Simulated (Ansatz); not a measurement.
Crystals of one structure type (zinc blende) and one family of elements, relaxed and computed with the program Ansatz at the r²SCAN level (PAW).

| crystal | V (Å³/atom) | highest Γ mode, no LO–TO term (cm⁻¹) |
|---|---|---|
| BN | 5.88 | 1044 |
| BAs | 13.69 | ? |
| GaP | 20.25 | 360 |
| GaAs | 22.74 | 265 |
| InP | 25.76 | 296 |
| InAs | 28.49 | 210 |
| GaSb | 28.81 | 224 |

Task: Fit a straight line to ln ω against ln V and predict the withheld value.

Result: Least squares on the 6 shown rows: ln ω = -0.96 × ln V + (8.669), with a scatter of 9 %. For BAs this gives 472. The run itself gave 697, outside the scatter: the line misses something about this case.

All cells were relaxed under the symmetry of their starts (and spin orders); stability against distortions was not tested throughout. Spin–orbit coupling is left out wherever it is not named.

Potentials: the later of the program's two PAW sets.
